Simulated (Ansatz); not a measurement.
Si3N4 in space group P6_3/m (No. 176; Si on 6h, N on 2d, N on 6h), DFT-r²SCAN in the program Ansatz with PAW potentials, all energies at zero smearing, with the estimated change up to a 700 eV cutoff added, with one set of potentials and settings (totals compare only within such a set). Cell of 14 atoms (6 Si, 8 N): -6930.874 eV.

```
element             reference phase  E (eV/atom)
-------  --------------------------  -----------
Si       Fd-3m, 2 atoms in the cell    -639.0667
N         Pa-3, 8 atoms in the cell    -384.8315
```

Formation energy per atom, worked out: (-6930.874 − 6×(-639.0667) − 8×(-384.8315))/14 = -1.273 eV/atom (-123 kJ per mol of atoms), at 0 K, without zero-point energy or fitted corrections.

The r²SCAN relaxation kept the symmetry of its start. The references are the lowest solids computed at this level, not always the standard phases (solids in place of the gases).

Potentials: the later of the program's two PAW sets.
